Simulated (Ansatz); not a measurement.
Relaxed candidate structures of MgZn2:

**A**
```cif
data_Mg2Zn4
_chemical_formula_sum 'Mg2 Zn4'
_space_group_name_H-M_alt 'P 1'
_space_group_IT_number 1
_cell_length_a 4.17145
_cell_length_b 5.00335
_cell_length_c 5.21585
_cell_angle_alpha 90.000
_cell_angle_beta 113.441
_cell_angle_gamma 90.000
loop_
_space_group_symop_operation_xyz
  'x, y, z'
loop_
_atom_site_label
_atom_site_type_symbol
_atom_site_fract_x
_atom_site_fract_y
_atom_site_fract_z
_atom_site_occupancy
Mg1 Mg 0.28396 0.75000 0.56837 1
Mg2 Mg 0.71604 0.25000 0.43163 1
Zn1 Zn 0.41956 0.25000 0.83843 1
Zn2 Zn 0.58044 0.75000 0.16157 1
Zn3 Zn 0.00000 0.00000 0.00000 1
Zn4 Zn 0.00000 0.50000 0.00000 1
```

**B**
```xyz
6
Lattice="0.0000 3.6273 3.6273 3.6273 0.0000 3.6273 3.6273 3.6273 0.0000" Properties=species:S:1:pos:R:3 pbc="T T T"
Mg     5.4409     5.4409     5.4409
Mg     3.6273     3.6273     3.6273
Zn     0.9068     0.9068     0.9068
Zn     0.9068     2.7204     2.7204
Zn     2.7204     2.7204     0.9068
Zn     2.7204     0.9068     2.7204
```

**C**
```
MgZn2
1.0
    1.95433    -6.01579     0.00000
    1.95433     6.01579     0.00000
    0.00000     0.00000     4.10804
Zn Mg
4 2
Cartesian
  1.95433  -4.87153   3.08103
  1.95433   4.87153   1.02701
  1.95433   2.96243   3.08103
  1.95433  -2.96243   1.02701
  1.95433  -1.05512   3.08103
  1.95433   1.05512   1.02701
```

**D**
```
CELL_PARAMETERS angstrom
      2.91590     0.00000     0.00000
     -1.45795     2.52525     0.00000
      0.00000     0.00000     7.11121
ATOMIC_POSITIONS crystal
  Mg 0.00000 0.00000 0.00000
  Zn 0.33333 0.66667 0.32464
  Zn 0.33333 0.66667 0.67536
```

**Question.** Put the candidates in order of energy per atom, lowest first, for PBEsol (plane waves to 420 eV, PAW, scalar-relativistic; Ansatz, a program for electronic structure).

**Answer.** B (reference, the lowest of the structures calculated here), A (+0.05 eV/atom), C (+0.11 eV/atom), D (+0.28 eV/atom)

3 runs with a doubtful electronic state, a coarser numerical grid, an end not at rest or a source that can't be used are left out. Each run could gain symmetry but not lose that of its start, so entries can be saddle points. Known forms of MgZn2 include space group No. 194. That form is not among the structures calculated here. From databases, or of a type measured for this composition: Fd-3m, cF24, cubic Laves (MgCu2 type); the others are generated cells (placed on structure types, drawn at random, substituted or restacked) that were not matched to a known phase here. Static energies at zero pressure. The runs use different k-meshes, so differences are rounded accordingly. No spin polarisation in the result.
